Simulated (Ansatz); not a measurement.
Cu Kα1 powder pattern (kinematic, no thermal factors).
2θ (°) (relative intensity): 14.50 (80), 20.23 (46), 20.90 (43), 25.32 (12), 29.24 (2), 29.30 (25), 32.62 (100), 33.06 (8), 33.22 (45), 39.06 (16), 41.12 (27), 41.52 (42), 42.23 (41), 42.54 (24), 44.50 (6), 46.56 (5), 47.53 (5), 48.91 (9), 50.15 (1), 51.89 (51), 52.00 (19), 53.26 (9), 54.28 (6), 54.61 (32), 56.36 (6), 56.64 (6), 60.65 (12), 62.19 (14), 63.11 (15), 63.57 (5), 65.93 (5), 66.79 (3), 68.25 (4), 68.34 (12), 69.27 (4), 69.36 (11), 69.58 (6), 70.80 (3), 72.35 (3), 73.09 (3), 75.52 (8), 77.65 (6), 78.26 (1), 79.52 (3), 79.71 (5), 80.72 (3), 82.41 (8), 83.92 (10), 84.06 (1), 85.08 (4), 85.27 (7), 85.28 (11), 85.78 (6), 86.52 (4), 86.83 (1), 88.65 (4), 89.23 (1), 89.55 (2), 89.97 (13)

The pattern is computed from a structure relaxed with DFT PBE, scalar-relativistic, plane waves, PAW (Ansatz 0.2.0). No spin polarisation. Its elements are Ge, Si, W.

Question: Give the structure.

Answer: SiGe$_{4}$W.
Space group Cmmm (No. 65). a = 8.494 Å, b = 8.774 Å, c = 3.514 Å, α = 90.00°, β = 90.00°, γ = 90.00°
| atom | site | symmetry | x | y | z |
| --- | --- | --- | --- | --- | --- |
| Si | 2c | mmm | 0.5000 | 0.0000 | 0.5000 |
| Ge | 4j | m2m | 0.5000 | 0.7088 | 0.5000 |
| Ge | 4g | 2mm | 0.2921 | 0.0000 | 0.0000 |
| W | 2a | mmm | 0.0000 | 0.0000 | 0.0000 |

A pattern alone doesn't exclude other cells with like lines; this is the one computed.

Another cell of SiGe4W relaxed alike, in P4/mmm, lies 142 meV/atom lower, so this cell isn't the stable form at this level.

The structure comes from a generated guess; another structure or a mixture of phases may lie lower.
